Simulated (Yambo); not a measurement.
Yambo run on YSF (space group P6_3/mmc, No. 194). The wavefunctions come from this Quantum ESPRESSO step (PBEsol, PseudoDojo standard norm-conserving files, scalar-relativistic):

```
&CONTROL
  calculation = 'nscf'
  pseudo_dir = './pseudo'
  outdir = './out'
/
&SYSTEM
  ibrav = 0
  nat = 12
  ntyp = 3
  ecutwfc = 84.0
  ecutrho = 336.0
  occupations = 'fixed'
  force_symmorphic = .true.
  nbnd = 347
/
&ELECTRONS
  conv_thr = 1.2000000000000002e-08
  diago_full_acc = .true.
  diago_thr_init = 1e-08
/
ATOMIC_SPECIES
F 18.9984 F.upf
S 32.0600 S.upf
Y 88.9058 Y.upf
CELL_PARAMETERS angstrom
  4.031790189000   0.000000000000   0.000000000000
 -2.015895095000   3.491632727000   0.000000000000
  0.000000000000   0.000000000000  16.719820000000
ATOMIC_POSITIONS crystal
F   0.333333333000   0.666666667000   0.750000000000
F   0.666666667000   0.333333333000   0.250000000000
F   0.000000000000   0.000000000000   0.750000000000
F   0.000000000000   0.000000000000   0.250000000000
S   0.666666667000   0.333333333000   0.586130000000
S   0.333333333000   0.666666667000   0.413870000000
S   0.333333333000   0.666666667000   0.086130000000
S   0.666666667000   0.333333333000   0.913870000000
Y   0.666666667000   0.333333333000   0.750000000000
Y   0.333333333000   0.666666667000   0.250000000000
Y   0.000000000000   0.000000000000   0.500000000000
Y   0.000000000000   0.000000000000   0.000000000000
K_POINTS automatic
3 3 1 0 0 0
```

Yambo input:

```
rim_cut
gw0
dyson
el_el_corr
HF_and_locXC
ppa
em1d
RandQpts= 1000000
RandGvec= 1 Ry
EXXRLvcs= 84 Ry
VXCRLvcs= 336 Ry
Chimod= "HARTREE"
% BndsRnXp
 5 | 346 |
%
NGsBlkXp= 7 Ry
% LongDrXp
 1.0 | 1.0 | 1.0 |
%
PPAPntXp= 27.2114 eV
% GbndRnge
 1 | 346 |
%
GTermKind= "BG"
DysSolver= "n"
ExtendOut
% QPkrange
 1 | 1 | 48 | 49 |
 2 | 2 | 48 | 49 |
 3 | 3 | 48 | 49 |
%
```

k points by index: 1 = Γ, 2 = (0, 0.333, 0), 3 = K.

Resulting energies as the program prints them:

```
#    K-point    Band    Eo [eV]    E [eV]    E-Eo [eV]    Vxc [eV]    Vnlxc [eV]    Sc|Eo [eV]    Sc|E [eV]    dSc/dw|Eo [eV]    Re(Z)    Im(Z)
#
    1    48    0.000000    -0.996047    -0.996047    -13.03899    -16.11062    1.815038    2.075581    -7.117101    0.792674    -0.001472
    1    49    3.421598    4.449259    1.027662    -11.99219    -6.421174    -4.305641    -4.543354    -6.293079    0.812168    -0.001870
    2    48    -0.571883    -1.569147    -0.997264    -12.95817    -16.07782    1.864463    2.122387    -7.036922    0.794529    -0.001504
    2    49    2.650429    3.505503    0.855074    -11.19088    -6.228440    -3.921573    -4.107367    -5.911671    0.821522    -0.001372
    3    48    -0.941375    -1.991774    -1.050400    -12.98252    -16.49596    2.184530    2.463041    -7.214057    0.790441    -0.001654
    3    49    3.644247    4.650687    1.006440    -12.24982    -6.887443    -4.130135    -4.355939    -6.104023    0.816777    -0.001676
```
(The two width columns are left out.) Convergence of these settings isn't established.

Geometry of the Materials Project entry, not relaxed at this level.
